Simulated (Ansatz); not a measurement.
Structure: an ordered 8-atom cell of Ga₄Sb₃P on the zincblende lattice (Pmm2), at its r2SCAN minimum. Space group Pmm2 (No. 25), orthorhombic; a = 4.219 Å, b = 8.443 Å, c = 5.943 Å in the conventional setting, 26.46 Å³ an atom. P is surrounded by 4 Ga at 2.39–2.47 Å; Ga is surrounded by 2 P at 2.47 Å and 2 Sb at 2.64 Å; Sb is surrounded by 4 Ga at 2.62–2.64 Å; Ga is surrounded by 1 P at 2.39 Å and 3 Sb at 2.63–2.68 Å; Sb is surrounded by 4 Ga at 2.62–2.68 Å; Ga is surrounded by 4 Sb at 2.62 Å.

```xyz
8
Lattice="4.2188 0.0000 0.0000 0.0000 8.4425 0.0000 0.0000 0.0000 5.9431" Properties=species:S:1:pos:R:3 pbc="T T T"
P     0.0000    0.0000    0.0059
Ga    2.1094    0.0000    4.6720
Sb    2.1094    6.4250    2.9733
Ga    0.0000    6.5070    1.4080
Sb    0.0000    4.2213    0.0034
Ga    2.1094    4.2213    4.3853
Sb    2.1094    2.0175    2.9733
Ga    0.0000    1.9355    1.4080
```

3 runs of the plane-wave code Ansatz on this cell differ in the functional (and in the settings that go with it). Levels are in eV from each run's valence top; v1 is the last filled band, c1 the first empty one.

Run A, mean stress 0.0 GPa (compression positive):
```
point     v2     v1    c1    c2
    Γ  -0.16   0.00  0.35  1.01
    X  -1.68  -1.11  1.14  1.20
    S  -2.61  -2.33  2.15  2.16
    Y  -0.66  -0.06  0.89  2.00
```

Run B, mean stress +2.1 GPa (compression positive):
```
point     v2     v1    c1    c2
    Γ  -0.15  -0.01  0.00  0.79
    X  -1.59  -1.05  0.92  0.99
    S  -2.50  -2.23  1.92  1.93
    Y  -0.62  -0.06  0.68  1.74
```

Run C, mean stress +0.3 GPa (compression positive):
```
point     v2     v1    c1    c2
    Γ  -0.17   0.00  0.71  1.38
    X  -1.72  -1.14  1.47  1.54
    S  -2.67  -2.40  2.50  2.55
    Y  -0.69  -0.05  1.28  2.33
```

Question: Match the runs to PBE, r2SCAN, HSE06.

Answer: A is r2SCAN, B is PBE, C is HSE06. In order of the gap: PBE 0, r2SCAN 0.35, HSE06 0.71 eV. The stress vanishes for r2SCAN, which relaxed the cell.

(Calculated; spin-unpolarised; the phase may be known or hypothetical.)

No spin-orbit coupling is included; it can move band edges with weight on the heavy atoms by tenths of an eV.

The stress of a hybrid is loosely converged in these runs.

The meshes of the hybrids are coarse, so their gaps aren't converged to the digits shown.
